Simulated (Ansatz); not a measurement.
Input, command and steps of an Ansatz relaxation.

```yaml
crystal:
  lattice:
    - [6.6905201925, 0.0, 0.0]
    - [-3.3452600963, 5.7941604513, 0.0]
    - [0.0, 0.0, 3.1982736982]
  atoms:
    - { symbol: Nb, position: [0.4013891126, 0.4013891126, 0.5] }
    - { symbol: Nb, position: [0.5986108874, 0.0, 0.5] }
    - { symbol: Nb, position: [0.0, 0.5986108874, 0.5] }
    - { symbol: Si, position: [0.6666666667, 0.3333333333, 0.0] }
    - { symbol: Si, position: [0.3333333333, 0.6666666667, 0.0] }
    - { symbol: Si, position: [0.0, 0.0, 0.5] }
    - { symbol: Re, position: [0.7402327831, 0.7402327831, 0.0] }
    - { symbol: Re, position: [0.2597672169, 0.0, 0.0] }
    - { symbol: Re, position: [0.0, 0.2597672169, 0.0] }
basis:
  ecutwfc: 420
kpoints:
  mp_grid: { grid: [6, 6, 12] }
hamiltonian:
  xc: pbesol
scf:
  occupations: { method: gaussian, width: 0.1 }
output:
  forces: true
  stress: true
  eigenvalues: true
relax:
  adjacent_minimum: "off"
  f_tol: 0.01
  max_steps: 30
  cell: { stress_tol: 0.1, fix: [volume] }
```

```bash
ansatz run input.yaml --threads 2 --pin off --max-ram 5120MiB --backend cpu --events-out ev --progress --plain --runs-dir out
```

Computed with Ansatz 0.2.0, DFT PBEsol, scalar-relativistic, plane waves, PAW.

The volume is held at 0.94 times that of the relaxed cell.

Of 4 frames 3 are shown, positions in Å and forces in eV/Å; the SCF threshold varies from step to step. Steps run on the plane waves of an earlier cell, with a Pulay correction in the pressure. The basis is chosen afresh for the last frame, the zero of the energies, and at times for earlier ones too; energy and pressure can step there, also at an unchanged geometry. Where two frames share a geometry here, they differ by under 2 meV/atom and 0.3 GPa.

```xyz
9
Lattice="6.6905 0.0000 0.0000 -3.3453 5.7942 0.0000 0.0000 0.0000 3.1983" Properties=species:S:1:pos:R:3:forces:R:3 pbc="T T T" step=1 free_energy_over_end_meV_per_atom=0.20 pressure_GPa=18.58
Nb    1.3428    2.3257    1.5991    0.0133    0.0230    0.0000
Nb    4.0050    0.0000    1.5991   -0.0266    0.0000    0.0000
Nb   -2.0025    3.4684    1.5991    0.0133   -0.0230    0.0000
Si    3.3453    1.9314    0.0000    0.0000    0.0000    0.0000
Si    0.0000    3.8628    0.0000    0.0000    0.0000    0.0000
Si    0.0000    0.0000    1.5991    0.0000    0.0000    0.0000
Re    2.4763    4.2890    0.0000   -0.0324   -0.0561    0.0000
Re    1.7380    0.0000    0.0000    0.0648    0.0000    0.0000
Re   -0.8690    1.5051    0.0000   -0.0324    0.0561    0.0000
9
Lattice="6.7079 0.0000 0.0000 -3.3540 5.8092 0.0000 0.0000 0.0000 3.1817" Properties=species:S:1:pos:R:3:forces:R:3 pbc="T T T" step=2 free_energy_over_end_meV_per_atom=0.03 pressure_GPa=18.39
Nb    1.3460    2.3313    1.5908   -0.0211   -0.0365    0.0000
Nb    4.0160    0.0000    1.5908    0.0421    0.0000    0.0000
Nb   -2.0080    3.4780    1.5908   -0.0211    0.0365    0.0000
Si    3.3540    1.9364    0.0000    0.0000    0.0000    0.0000
Si    0.0000    3.8728    0.0000    0.0000    0.0000    0.0000
Si    0.0000    0.0000    1.5908    0.0000    0.0000    0.0000
Re    2.4796    4.2948    0.0000   -0.0037   -0.0065    0.0000
Re    1.7487    0.0000    0.0000    0.0075    0.0000    0.0000
Re   -0.8744    1.5144    0.0000   -0.0037    0.0065    0.0000
9
Lattice="6.7050 0.0000 0.0000 -3.3525 5.8067 0.0000 0.0000 0.0000 3.1845" Properties=species:S:1:pos:R:3:forces:R:3 pbc="T T T" step=4 free_energy_over_end_meV_per_atom=0.00 pressure_GPa=18.42
Nb    1.3443    2.3284    1.5922    0.0013    0.0022    0.0000
Nb    4.0163    0.0000    1.5922   -0.0026    0.0000    0.0000
Nb   -2.0082    3.4782    1.5922    0.0013   -0.0022    0.0000
Si    3.3525    1.9356    0.0000    0.0000    0.0000    0.0000
Si    0.0000    3.8711    0.0000    0.0000    0.0000    0.0000
Si    0.0000    0.0000    1.5922    0.0000    0.0000    0.0000
Re    2.4785    4.2929    0.0000   -0.0004   -0.0007    0.0000
Re    1.7480    0.0000    0.0000    0.0009    0.0000    0.0000
Re   -0.8740    1.5138    0.0000   -0.0004    0.0007    0.0000
```

The run took 60 s on 2 threads of Arm Neoverse V2 (shared host), peak memory 0.57 GiB.

Spin–orbit coupling is left out, which can shift energies with elements as heavy as these.